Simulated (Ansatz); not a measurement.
# ZnAg: moving Ag off its site

ZnAg, Pm-3m, a = 3.156 Å (as given, not relaxed at this level: -3.9 GPa). The structure is a COD entry; whether it is the stable form wasn't checked. Ansatz: PBEsol, PAW, 420 eV, Γ-centred 16×16×16 mesh on 2 atoms, Gaussian smearing 0.15 eV; no spin polarisation.

```
CELL_PARAMETERS angstrom
3.15600 0.00000 0.00000
0.00000 3.15600 0.00000
0.00000 0.00000 3.15600
ATOMIC_POSITIONS crystal
Zn 0.50000 0.50000 0.50000
Ag 0.00000 0.00000 0.00000
```

Atom 2 (Ag) moves by x along the unit vector (0.000, 0.000, 1.000), with its periodic images; all else is held. y is the free energy of the cell over the start, F the force along the path summed over the moved atoms. Symmetry makes y even in x.

```
  x (Å) y (meV) F (eV/Å)
-0.1000        ?         ?
-0.0500     4.02      0.16
 0.0000     0.00      0.00
 0.0125     0.25     -0.04
 0.0250     1.00     -0.08
 0.0375     2.26     -0.12
 0.0625     6.27     -0.20
 0.0750     9.04     -0.24
 0.0875    12.30     -0.28
```

Q: Fit y = c2 x² + c4 x⁴ to the energies of the other rows, give the force constant, and predict energy and force of the missing row.

A: Least squares on the rows shown. y = 1606.3 x² + 40.724 x⁴. The force constant is 2 c2 = 3.21 eV/Å², for the cell as given, at -3.9 GPa (for all images moving together, not for a lone atom). With two atoms in a cubic cell this is the optical mode at Γ (in a metal it hangs on mesh and smearing): ω = 521.5 √(2 c2/μ) = 147 cm⁻¹ for μ = 40.71 u. The force −dy/dx at the missing row is 0.32 eV/Å (computed 0.32). At x = -0.1000 the fit asked for gives 16.07 meV. The run gave 16.06 meV, so the fit is 0.01 meV too high, a small miss on the scale of the series.